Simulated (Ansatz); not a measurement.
TiSi:
```cif
data_Si2Ti2
_chemical_formula_sum 'Ti2 Si2'
_space_group_name_H-M_alt 'Cmmm'
_space_group_IT_number 65
_space_group_name_Hall '-C 2 2'
_cell_length_a 3.60824
_cell_length_b 4.13283
_cell_length_c 3.78911
_cell_angle_alpha 90.000
_cell_angle_beta 90.000
_cell_angle_gamma 90.000
loop_
_atom_site_label
_atom_site_type_symbol
_atom_site_symmetry_multiplicity
_atom_site_Wyckoff_symbol
_atom_site_fract_x
_atom_site_fract_y
_atom_site_fract_z
_atom_site_occupancy
Ti1 Ti 2 b 0.00000 0.50000 0.00000 1
Si1 Si 2 d 0.50000 0.50000 0.50000 1
```
(The calculation used a cell of 2 atoms; values per cell refer to that cell.)

Relaxed at zero pressure with plane-wave PAW PBEsol (Ansatz code).

Problem. The volume is lowered by 9 % and shape and atoms relax at that volume. What pressure results, and how do the axes share the change?

Solution. 16.3 GPa; a -2.3 %, b -4.9 %, c -2.1 %; the energy rises by 60 meV/atom.

Problem. Give the new structure.

Solution. 
Space group Cmmm (No. 65); a = 3.525 Å, b = 3.932 Å, c = 3.710 Å, α = β = γ = 90.00°

| atom | site | symmetry | x | y | z |
|---|---|---|---|---|---|
| Ti | 2b | mmm | 0.0000 | 0.5000 | 0.0000 |
| Si | 2d | mmm | 0.5000 | 0.5000 | 0.5000 |

The phase is kept; no other phase was compared at this pressure.

The first step of the workflow began from a Materials Project structure, measured or hypothetical; the Crystallography Open Database copy checked does not list it. COD files the formula under space group No. 25. Whether it is the stable phase at ambient conditions was not checked. Symmetry was held in the PBEsol relaxation; its stability against distortions is not shown here. The run is not spin-polarised.

Potentials: the earlier of the program's two PAW sets. The files were generated under PBE; for other functionals the program regenerates the frozen cores, and for LDA and PBEsol the local potential too.
